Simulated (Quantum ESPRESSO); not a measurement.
# Moving one atom in Si2PAlC4

The results below are calculated, not measured. They come from pw.x of Quantum ESPRESSO 7.5, a plane-wave density functional program, with PseudoDojo standard norm-conserving files (v0.5 for PBE, v0.4.1 for LDA and PBEsol). The cells are made up: elements, strain and atom displacements were drawn at random, and nothing was relaxed. There is no spin polarisation, spin-orbit coupling or dispersion term.

The cell has 8 sites of a wurtzite lattice (rectangular cell). Sites 1 to 4 hold Si P Si Al; sites 5 to 8 hold C C C C. Cell vectors in Å: (3.080, -0.002, 0.013); (-0.004, 5.445, -0.011); (0.021, -0.011, 5.118). Settings: PBE, cutoff 1116 eV, 6 x 4 x 4 k mesh shifted by half a step, Fermi-Dirac smearing of 0.025 eV.

Each run shifts the C atom on site 8 along z and leaves all else fixed. Site 4 is one of its nearest neighbours. E is the free energy of the cell above the lowest run shown.

```
run  shift (Å)  Fz on site 8 (eV/Å)  Fz on site 4 (eV/Å)  P (GPa)  E (meV)
  1    -0.1392                3.113                0.613     4.37    191.2
  2    -0.0702                1.397                1.326     3.95     37.4
  3    -0.0320                0.572                1.602     3.86      0.0
  5     0.0804               -1.426                2.041     4.05     53.5
  6     0.1414               -2.284                2.102     4.40    167.4
  7     0.1611               -2.532                2.102     4.55    214.9
  4    -0.0052                    ?                    ?        ?        ?
```

A rerun of one of these cells at 1347 eV and k mesh 8 x 6 x 6 moved values by no more than 0.005 eV in the cell's energy, 0.16 GPa in stress and 0.014 eV/Å in force.

## Worked fit

A parabola through the six runs shown gives Fz on site 8 = -0.062 - 19.26 u + 24.9 u² eV/Å, with u in Å and a scatter of 0.020 eV/Å. Minus the slope, 19.26 ± 0.37 eV/Å², is this atom's force constant along z at u = 0, with its periodic images moving too. The fitted force vanishes at u = -0.003 Å, where the energy should be lowest along this line. The error is the larger of the fit's own and the change that a cubic makes, rounded up.

## Withheld run

Question: what Fz on site 8 should run 4 give?

The fit gives 0.039 eV/Å. The calculation gave 0.041 eV/Å.

| run | shift (Å) | Fz on site 8 (eV/Å) | Fz on site 4 (eV/Å) | P (GPa) | E (meV) |
| --- | --- | --- | --- | --- | --- |
| 4 | -0.0052 | 0.041 | 1.753 | 3.84 | -8.1 |